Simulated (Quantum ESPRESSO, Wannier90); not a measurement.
Tight-binding from DFT: CuI (wurtzite)

```yaml
crystal:
  lattice:
    - [4.24370, 0.00000, 0.00000]
    - [-2.12185, 3.67515, 0.00000]
    - [0.00000, 0.00000, 6.98836]
  atoms:
    - { symbol: Cu, position: [0.66667, 0.33333, 0.87268] }
    - { symbol: Cu, position: [0.33333, 0.66667, 0.37268] }
    - { symbol: I, position: [0.66667, 0.33333, 0.50232] }
    - { symbol: I, position: [0.33333, 0.66667, 0.00232] }
```

Materials Project entry mp-569346; symmetrised, unrelaxed at this level. COD (Crystallography Open Database) has the formula in 3 space groups, this one among them (matched by group alone). Method: LDA plane waves in Quantum ESPRESSO 7.5 (PseudoDojo norm-conserving files, 74 Ry, no spin polarisation, no spin-orbit coupling), Bloch states on a 4×4×4 mesh through Γ, Wannier90 4.0.1. Density: 12×12×6 mesh, Gaussian smearing 0.01 Ry. A non-magnetic state is assumed, with no Hubbard U; filled 3d bands tend to lie too high at this level. Spin-orbit coupling is left out although heavy elements are present.

Functional, cutoff and mesh named above are those of the base row (74); the first column says what each row takes instead. Model: 18 functions from bands 9-26, start SCDM (isolated) (the valence bands). Energies are relative to the valence-band maximum; the misfit is to pw.x on a path, for all bands of the set. Only the plane-wave cutoff changes (density cutoff four times as high). Ω_total can sit in another minimum from row to row; Ω_I of an isolated set cannot. A star marks runs that hit the step limit.

```tsv
ecutwfc (Ry)	Ω_I (Å²)	Ω_total (Å²)	rms misfit (meV)	gap (eV)	ΔE to highest cutoff (meV/atom)	plane waves a k-point, about (cost)	rough cost of nscf and overlaps (first row = 1)
37	17.90	20.16*	47	0.765	44774.5	2800	1.0
46	17.06	19.36	27	1.057	14753.0	3900	1.4
56	16.82	19.15	14	1.064	3240.8	5200	1.8
74	16.77	19.12	13	1.013	74.5	7900	3
92	16.77	19.12	13	1.014	0.4	11000	4
115	16.77	19.12	13	1.014	0.0	15000	6
```
